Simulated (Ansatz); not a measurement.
Nb:
```
Nb
1.0
   -1.63503     1.63503     1.63503
    1.63503    -1.63503     1.63503
    1.63503     1.63503    -1.63503
Nb
1
Direct
  0.00000   0.00000   0.00000
```

Relaxed with PBEsol. Special points in fractions of this cell's reciprocal vectors: Γ (0.000, 0.000, 0.000); H (0.500, -0.500, 0.500); N (0.000, 0.000, 0.500); P (0.250, 0.250, 0.250).

List the band energies nearest the Fermi level at these points for the program Ansatz at the PBEsol level (PAW).

In eV from the Fermi level; about four levels below and three above (degenerate sets whole), none deeper than 8.9 eV; … stands for higher levels left out; points with the same levels are listed once.

| k | below | above |
|---|---|---|
| Γ | -5.98 | 0.36 0.36 0.36 |
| H | -3.91 -3.91 | … |
| N | -3.85 -1.75 | 2.45 3.42 … |
| P | -1.10 -1.10 -1.10 | … |

Space group Im-3m (bcc (W type)). Symmetry was held in the PBEsol relaxation. No spin polarisation was allowed. Spin–orbit coupling is left out wherever it is not named.

Potentials: the later of the program's two PAW sets.
